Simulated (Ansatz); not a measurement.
Input and command of a plane-wave DFT calculation in Ansatz:

```yaml
crystal:
  lattice:
    - [4.2984999142, 0.0, 0.0]
    - [-2.1492499571, 3.7226101239, 0.0]
    - [0.0, 0.0, 7.0152]
  atoms:
    - { symbol: Cd, position: [0.6666666667, 0.3333333333, 0.0] }
    - { symbol: Cd, position: [0.3333333333, 0.6666666667, 0.5] }
    - { symbol: Se, position: [0.6666666667, 0.3333333333, 0.3678726195] }
    - { symbol: Se, position: [0.3333333333, 0.6666666667, 0.8678726195] }
basis:
  ecutwfc: 500
kpoints:
  mp_grid: { grid: [6, 6, 4] }
hamiltonian:
  xc: r2scan
scf:
  occupations: { method: gaussian, width: 0.05 }
output:
  forces: true
  stress: true
  eigenvalues: true
```

```bash
ansatz run input.yaml --threads 1 --pin off --max-ram 2560MiB --backend cpu --events-out ev --progress --plain --runs-dir out
```

Processor: Arm Neoverse V2, 1 thread, on a host shared with other jobs.

Estimate time, memory and problem size.

About 17 s on 1 thread of Arm Neoverse V2 (shared host), peak memory 0.57 GiB. It solves 44 bands at 21 k points (the mesh reduced by symmetry) with about 2851 plane waves, in 7 SCF iterations.
